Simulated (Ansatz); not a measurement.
# Ti6ReSi2: reading a single point

```xyz
9
Lattice="3.4491 5.9739 0.0000 -3.4491 5.9739 0.0000 0.0000 0.0000 3.3851" Properties=species:S:1:pos:R:3 pbc="T T T"
Si   -0.0003    3.9828    1.6926
Si    0.0003    7.9651    1.6926
Ti    0.6871    5.9739    0.0000
Ti    1.3810    2.3920    0.0000
Ti   -2.0681    3.5820    0.0000
Ti   -1.7811    5.9739    1.6926
Ti    2.6151    4.5294    1.6926
Ti   -0.8340    1.4445    1.6926
Re    0.0000    0.0000    0.0000
```

The numbers come from plane-wave PAW DFT (Ansatz): r2SCAN, no spin polarisation, 500 eV, 6×6×10 Γ-centred k points, fermi-dirac occupations (width 0.0143 eV). Nothing was relaxed.

Task: Which atom feels the largest force, and which way?

Result: The largest is on Ti7 (and as large on other atoms): 3.07 eV/Å, components (-1.53, -2.65, 0.00). It makes 135° with the line to a nearest neighbour, Re9 at 2.38 Å, pointing away from it.

Task: Is there a gap?

Result: It is a metal, with about 8.5 states/eV a cell as the mean within 0.25 eV of the Fermi level, mostly Ti d (82 %).

Task: What is the formation energy?

Result: -0.34 eV an atom against the elements' usual phases (free molecules for gases, crystals otherwise, with no correction for O₂ or N₂), so it is bound against them; other compounds may still compete. Relaxing would lower it.

Task: What does the stress say?

Result: The pressure is 10.3 GPa (compression positive), so with the atoms held at these fractions the cell would first expand; the forces are large, so a full relaxation may end otherwise.

Origin: a known structure type with other elements, at an estimated volume, so it need not be a known compound. Caveats: many states at the Fermi level without spin polarisation, so a magnetic state may lie lower; atoms or cell far from equilibrium.
